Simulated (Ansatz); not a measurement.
Method: DFT PBE, scalar-relativistic, plane waves, PAW in Ansatz 0.2.0. Cutoff 420 eV, Γ-centred meshes of about 0.25 Å⁻¹ or finer for metals and 0.3 Å⁻¹ for insulators (2π included), Gaussian smearing. These runs have no spin polarisation.

All energies are static (0 K, no zero-point motion).

Compare these two cells of TiTl2Te3, each relaxed at this level.

A.

```yaml
crystal:
  lattice:
    - [8.13472, 0.00000, 0.00000]
    - [-4.06736, 7.04488, 0.00000]
    - [0.00000, 0.00000, 6.83217]
  atoms:
    - { symbol: Ti, position: [0.00000, 0.00000, 0.00000] }
    - { symbol: Ti, position: [0.00000, 0.00000, 0.50000] }
    - { symbol: Tl, position: [0.33333, 0.66667, 0.00000] }
    - { symbol: Tl, position: [0.33333, 0.66667, 0.50000] }
    - { symbol: Tl, position: [0.66667, 0.33333, 0.50000] }
    - { symbol: Tl, position: [0.66667, 0.33333, 0.00000] }
    - { symbol: Te, position: [0.72455, 0.72455, 0.25000] }
    - { symbol: Te, position: [0.27545, 0.27545, 0.75000] }
    - { symbol: Te, position: [0.72455, 0.00000, 0.75000] }
    - { symbol: Te, position: [0.00000, 0.27545, 0.25000] }
    - { symbol: Te, position: [0.27545, 0.00000, 0.25000] }
    - { symbol: Te, position: [0.00000, 0.72455, 0.75000] }
```

B.

```yaml
crystal:
  lattice:
    - [3.78142, -6.48315, 0.00000]
    - [3.78142, 6.48315, 0.00000]
    - [-2.45335, 0.00000, 7.88503]
  atoms:
    - { symbol: Ti, position: [0.17169, 0.82831, 0.00000] }
    - { symbol: Ti, position: [0.82831, 0.17169, 0.00000] }
    - { symbol: Tl, position: [0.00000, 0.00000, 0.50000] }
    - { symbol: Tl, position: [0.35413, 0.64587, 0.50000] }
    - { symbol: Tl, position: [0.64587, 0.35413, 0.50000] }
    - { symbol: Tl, position: [0.50000, 0.50000, 0.00000] }
    - { symbol: Te, position: [0.57054, 0.95337, 0.20862] }
    - { symbol: Te, position: [0.04663, 0.42945, 0.79138] }
    - { symbol: Te, position: [0.42945, 0.04663, 0.79138] }
    - { symbol: Te, position: [0.95337, 0.57054, 0.20862] }
    - { symbol: Te, position: [0.18139, 0.18139, 0.18789] }
    - { symbol: Te, position: [0.81861, 0.81861, 0.81211] }
```

Question: Which would you expect to be lower, and how large is the difference?

Answer: They are level within the accuracy (3 meV/atom apart, with A the lower in these runs). A has Ti and Tl ordered on nickel arsenide sites, space group P6_3/mcm (No. 193), 32.6 Å³/atom and no gap on its mesh; B has Ti and Tl ordered on rock salt sites, space group C2/m (No. 12), 32.2 Å³/atom and no gap. Counting Te atoms around Ti and Tl (those within 1.25 times the shortest such distance or 1.15 times the sum of covalent radii, 1.27 where that leaves under three; the shortest distance is added where it exceeds 1.18 times the sum of covalent radii), A has Ti 6, Tl 6 from 3.4 Å and B has Ti 6, Tl 6. Both come from trial cells of a structure search.

The k mesh leaves some 4 meV/atom of noise in the energy of each metallic cell. These runs have no spin–orbit coupling, which can matter for Te and Tl. The zero gap of C2/m may come from the functional, which often closes small gaps, or the cell may be a true semimetal. Trial moments fell under 0.15 μB along the way in P6_3/mcm; another start might hold them. With atoms moved at random, A came back. B had no clear such test and can be a saddle point.
